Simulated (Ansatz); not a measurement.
Relaxed AlN (zinc blende):

```xyz
4
Lattice="0.0000 4.3698 4.3698 2.1849 2.1849 4.3698 2.1849 2.1849 0.0000" Properties=species:S:1:pos:R:3 pbc="T T T"
N      3.2774     3.2774     3.2774
N      3.2774     5.4623     5.4623
Al     0.0000     0.0000     0.0000
Al     2.1849     4.3698     6.5547
```

The atoms are displaced by Q × the pattern below (from a DFPT mode at X = (0.5, 0.5, 0.0), largest move 1; Q in Å), at fixed cell. It is one choice among 2 degenerate patterns. (q is in reciprocal vectors of the primitive cell; the cell shown is doubled to hold the pattern.)

```
atom       x       y      z
----  ------  ------  -----
N1     0.000  -1.000  0.000
N2     0.000   1.000  0.000
Al3    0.338   0.000  0.000
Al4   -0.338   0.000  0.000
```

Computed with r2SCAN (plane waves to 500 eV, PAW, scalar-relativistic; Ansatz, a quantum-chemistry and plane-wave program). k mesh 13×13×13 (Γ-centred), Fermi-Dirac smearing 0.05 eV. AlN was relaxed with its symmetry unable to fall. 

```json
[
 {"Q (Å)": "-0.180", "−dE/dQ from forces (eV/Å)": "10.265"},
 {"Q (Å)": "-0.150", "−dE/dQ from forces (eV/Å)": "8.503"},
 {"Q (Å)": "-0.120", "−dE/dQ from forces (eV/Å)": "6.767"},
 {"Q (Å)": "-0.090", "−dE/dQ from forces (eV/Å)": "5.055"},
 {"Q (Å)": "-0.060", "−dE/dQ from forces (eV/Å)": "3.360"},
 {"Q (Å)": "-0.030", "−dE/dQ from forces (eV/Å)": "1.677"},
 {"Q (Å)": "0.000", "−dE/dQ from forces (eV/Å)": "0.000"},
 {"Q (Å)": "0.030", "−dE/dQ from forces (eV/Å)": "-1.677"},
 {"Q (Å)": "0.060", "−dE/dQ from forces (eV/Å)": "-3.360"},
 {"Q (Å)": "0.090", "−dE/dQ from forces (eV/Å)": "-5.055"},
 {"Q (Å)": "0.120", "−dE/dQ from forces (eV/Å)": "-6.767"},
 {"Q (Å)": "0.150", "−dE/dQ from forces (eV/Å)": "-8.503"},
 {"Q (Å)": "0.180", "−dE/dQ from forces (eV/Å)": "-10.265"}
]
```

Q: What harmonic wavenumber does the curvature at Q = 0 give?

A: 667 cm⁻¹. E″ = 55.86 eV/Å², M = Σ mᵢ|uᵢ|² = 34.2 u, ν̃ = 521.5·√(|E″|/M).

(A displaced cell: forces are minus the slopes of the energy, force constants its curvatures, and phonons follow from these.)
